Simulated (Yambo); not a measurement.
G0W0@PBEsol for AgI (zinc blende, space group F-43m, No. 216) in Yambo. Reference settings: 4×4×4 Γ-centred k mesh, bands 5 to 129 and a 8 Ry block in the screening, 129 bands in G with the Bruneval-Gonze terminator, plasmon pole fitted at 27.2 eV. The PBEsol gap Γ → Γ on this mesh is 1.20 eV; G0W0 gaps are taken between the same points.

With and without the terminator, as bands are cut:

```
bands in G (in W)  gap, terminator (eV)  gap, none (eV)  valence shift, terminator (eV)  valence shift, none (eV)
-----------------  --------------------  --------------  ------------------------------  ------------------------
30 (30)                           2.560           2.463                          -0.495                    -0.178
46 (46)                           2.462           2.360                          -0.630                    -0.360
71 (71)                           2.395           2.285                          -0.741                    -0.519
98 (98)                           2.380           2.286                          -0.799                    -0.628
129 (129)                         2.379           2.309                          -0.843                    -0.718
```

Over this range the gap spans 0.181 eV with the terminator and 0.178 eV without, the valence shift 0.348 eV and 0.540 eV. Neither column has reached its limit for certain.

Spin-orbit coupling is not included.

Geometry relaxed with PBEsol; primitive cell a = 4.558 Å, b = 4.558 Å, c = 4.558 Å, α = 60.00°, β = 60.00°, γ = 60.00°.

A shift is the quasiparticle energy of the state minus its PBEsol energy.
